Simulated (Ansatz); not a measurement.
Relaxed-ion elastic tensor of Sn3Te2Se in space group P-3m1 (No. 164; Sn on 1b, Sn on 2d, Te on 2d, Se on 1a) in GPa (Voigt order), DFT-r²SCAN in the program Ansatz with PAW potentials; density 6.26 g/cm³, 30.53 Å³ per atom.

```
 84.6   21.6   34.3  -19.6    0.0    0.0
 21.6   84.6   34.3   19.6    0.0    0.0
 34.3   34.3   69.2    0.0    0.0    0.0
-19.6   19.6    0.0   46.4    0.0    0.0
  0.0    0.0    0.0    0.0   46.4  -19.6
  0.0    0.0    0.0    0.0  -19.6   31.5
```

Problem. Is the crystal mechanically stable?

Solution. Yes: the smallest eigenvalue of C is 18.0 GPa.

Problem. Work out the Voigt, Reuss and Hill averages.

Solution. K_V = 46.5, K_R = 46.5, K_H = 46.5; G_V = 34.7, G_R = 25.0, G_H = 29.8 GPa.

Problem. Give Young's modulus, Poisson's ratio, Pugh's ratio and the universal anisotropy index.

Solution. E = 9KG/(3K + G) = 73.8 GPa; ν = 0.24; K/G = 1.56 (brittle by the Pugh limit of 1.75); A_U = 5G_V/G_R + K_V/K_R − 6 = 1.96.

Problem. Estimate the sound speeds and the Debye temperature.

Solution. v_l = √((K + 4G/3)/ρ) = 3710 m/s, v_t = √(G/ρ) = 2180 m/s, mean 2420 m/s; Θ = (h/k)(3n/4πV)^(1/3) v_m = 231 K.

Problem. Solve the Christoffel equation for the three sound speeds along x, y, z.

Solution. Eigenvalues of C_ijkl n_j n_l equal ρv². In km/s, slowest first: x 1.70, 3.09, 3.68; y 2.24, 2.47, 3.85; z 2.72, 2.72, 3.32.

Problem. How much does each axis shrink under pressure?

Solution. Linear compressibilities β_i = Σ_j S_ij (j = 1 to 3): x 7.0, y 7.0, z 7.5 per TPa.

The workflow started from a Materials Project entry (that database holds measured and hypothetical structures alike); the Crystallography Open Database copy checked does not list it. Whether it is the stable phase at ambient conditions was not checked. The r²SCAN relaxation kept the symmetry of its start; whether a distortion lowers the energy is not shown. As this level gives no gap, shear constants depend on the k-mesh and smearing (Fermi–Dirac, 0.1 eV here). Spin–orbit coupling is left out wherever it is not named.

Potentials: the later of the program's two PAW sets.
